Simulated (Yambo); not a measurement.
Convergence of the G0W0 gap of HgO

G0W0@PBEsol for HgO (space group P3_221, No. 154) in Yambo. Reference settings: 3×3×1 Γ-centred k mesh, bands 13 to 175 and a 7 Ry block in the screening, 175 bands in G with the Bruneval-Gonze terminator, plasmon pole fitted at 27.2 eV. The PBEsol gap Γ → Γ on this mesh is 1.32 eV; G0W0 gaps are taken between the same points.

```csv
change from the reference,G0W0 gap Γ → Γ (eV),shift of the valence edge (eV),rough Yambo cost
reference settings,2.37,-0.29,1
"79 bands in W, 79 bands in G",2.41,-0.13,about 1/3
"119 bands in W, 119 bands in G",2.38,-0.22,within a factor of two
79 bands in G,2.38,-0.26,–
119 bands in G,2.37,-0.28,–
93 bands in W,2.39,-0.19,within a factor of two
2 Ry block,2.51,-0.51,within a factor of two
3 Ry block,2.43,-0.37,within a factor of two
6 Ry block,2.36,-0.27,within a factor of two
pole fitted at 40 eV,2.40,-0.32,–
no random integration,2.34,-0.07,–
"79 bands in G, no terminator",2.45,0.32,–
"119 bands in G, no terminator",2.42,0.09,–
no terminator,2.41,-0.08,–
```

The reference isn't shown to be the converged limit. Costs are rough (shared machines), scaled to the same edge states, and given only for runs that recompute the screening. The mesh misses a band edge: along a dense path the PBEsol gap is 1.22 eV against 1.32 eV on the mesh.

Spin-orbit coupling is left out, which matters for elements this heavy: edges can move by tenths of an eV.

Geometry of the Materials Project entry, not relaxed at this level; primitive cell a = b = 3.7473 Å, c = 8.8990 Å, α = β = 90.00°, γ = 120.00°.

The structure is a Materials Project entry; no match was found in the copy of COD used, and its stability was not checked.

A shift is the quasiparticle energy of the state minus its PBEsol energy.

The distance between layers or molecules is the database entry's, not relaxed here. Functionals without dispersion can leave it too large, which widens gaps and weakens the response across layers: the numbers belong to this cell.
